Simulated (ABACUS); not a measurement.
Input and output of a self-consistent single point for InSe (Pm, 8 atoms in the cell; from Materials Project mp-1079260, changed as shown) (ABACUS).

Method: PBEsol, PseudoDojo 0.4 standard norm-conserving PBEsol (tails mended) pseudopotentials (plane waves; ABACUS).

The change in words: lattice vector a scaled by 1.02. Reference geometry (P-6m2):
```
InSe
1.0
    4.04733     0.00000     0.00000
   -2.02366     3.50509     0.00000
    0.00000     0.00000    18.05206
In Se
4 4
Direct
  0.00000   0.00000   0.57739
  0.00000   0.00000   0.42261
  0.33333   0.66667   0.92261
  0.33333   0.66667   0.07739
  0.66667   0.33333   0.85300
  0.66667   0.33333   0.14700
  0.33333   0.66667   0.64702
  0.33333   0.66667   0.35298
```

Reference input (self-consistent single point, DFT, PBEsol, plane waves, PseudoDojo 0.4 standard norm-conserving PBEsol (tails mended) pseudopotentials): KPT = Gamma 3 3 1 0 0 0; basis_type = pw; ecutwfc = 86 Ry; smearing_method = gaussian; smearing_sigma = 0.00367493 Ry; potentials = PseudoDojo 0.4 standard norm-conserving PBEsol (tails mended); symmetry = 1; ks_solver = dav_subspace; scf_nmax = 100; scf_thr = 1.0e-09 Ry; mixing_type = broyden. This run's input differs from it in these lines:

```diff
@@ -25,3 +25,3 @@
 LATTICE_VECTORS
-   7.6483452360    0.0000000000    0.0000000000
+   7.8013128966    0.0000000000    0.0000000000
   -3.8241726180    6.6236620319    0.0000000000
@@ -37,4 +37,4 @@
    0.0000000000    0.0000000000    7.6289810766 1 1 1
-  -0.0000020237    2.3367285017   16.6550110766 1 1 1
-  -0.0000020237    2.3367285017    1.3970489234 1 1 1
+   0.0269802827    2.3367285017   16.6550110766 1 1 1
+   0.0269802827    2.3367285017    1.3970489234 1 1 1
 
@@ -43,6 +43,6 @@
 4
-   2.0236670237    1.1683624983   15.3984071800 1 1 1
-   2.0236670237    1.1683624983    2.6536528200 1 1 1
-  -0.0000020237    2.3367285017   11.6800438612 1 1 1
-  -0.0000020237    2.3367285017    6.3720161388 1 1 1
+   2.0776317173    1.1683624983   15.3984071800 1 1 1
+   2.0776317173    1.1683624983    2.6536528200 1 1 1
+   0.0269802827    2.3367285017   11.6800438612 1 1 1
+   0.0269802827    2.3367285017    6.3720161388 1 1 1
 # file: KPT
```

Output (repeated stretches shortened):

```
 SELF-CONSISTENT
 -------------------------------------------

                                 init_chg = atomic

 PW ALGORITHM --------------- ION=   1  ELEC=   1--------------------------------

 Notice: Threshold on eigenvalues was too large.

 Density error is 0.29072902959
                          Error Threshold = 0.000249345013091
 E_KohnSham     -1499.3953516714     -20400.3203374451
 E_Fermi        0.4299574442         5.8498711387

 PW ALGORITHM --------------- ION=   1  ELEC=   2--------------------------------

 Density error is 0.126753048225
                          Error Threshold = 0.000250628473784
   [... lines left out ...]

 Density error is 1.6726178174e-09
                          Error Threshold = 4.25448028946e-12
 E_KohnSham     -1499.4828567802     -20401.5109055286
 E_Fermi        0.4605783361         6.2664897458

 PW ALGORITHM --------------- ION=   1  ELEC=  12--------------------------------

 Density error is 5.04674879995e-10
                          Error Threshold = 1.44191191155e-12
 E_KohnSham     -1499.4828567798     -20401.5109055227
 E_KS(sigma->0) -1499.4828567798     -20401.5109055227
 E_entropy(-TS) -0.0000000000        -0.0000000000
 E_Fermi        0.4605756548         6.2664532654
 charge density convergence is achieved
 final etot is -20401.510906 eV
 EFERMI = 6.2664532654 eV

 STATE ENERGY(eV) AND OCCUPATIONS    NSPIN == 1
   [... 67 lines left out ...]

 TOTAL-FORCE (eV/Angstrom)
                       In1        -0.0385805417        -0.0727613782         0.0682215173
                       In2        -0.0385805417        -0.0727613782        -0.0682215173
                       In3        -0.0387332365        -0.0730551843        -0.0647211309
                       In4        -0.0387332365        -0.0730551843         0.0647211309
                       Se1         0.0390087928         0.0735327572         0.1245324259
                       Se2         0.0390087928         0.0735327572        -0.1245324259
                       Se3         0.0383049854         0.0722838053        -0.1273495432
   [... lines left out ...]

 TOTAL-STRESS (KBAR)
       -11.6169388510        -3.1941954334         0.0000000000
        -3.1941954334        -0.4264832896         0.0000000000
         0.0000000000         0.0000000000       -10.7473490979
 TOTAL-PRESSURE: -7.596924 KBAR

 --------------------------------------------
 !FINAL_ETOT_IS -20401.5109055226894270 eV
 --------------------------------------------
```

The run converged in 12 iterations. Against the reference run the free energy goes up by 1.7 meV/atom, the pressure goes from 0.12 to -0.76 GPa and the largest force goes from 0.077 to 0.151 eV/Å.

The structure comes from a collection of computed structures, made at another level of theory; the collection holds predicted forms beside known ones.

Cost on one core: about 7 core-minutes (a rough figure).

“Tails mended”: in these copies of the files the far tail of each local potential was reset to the Coulomb form.
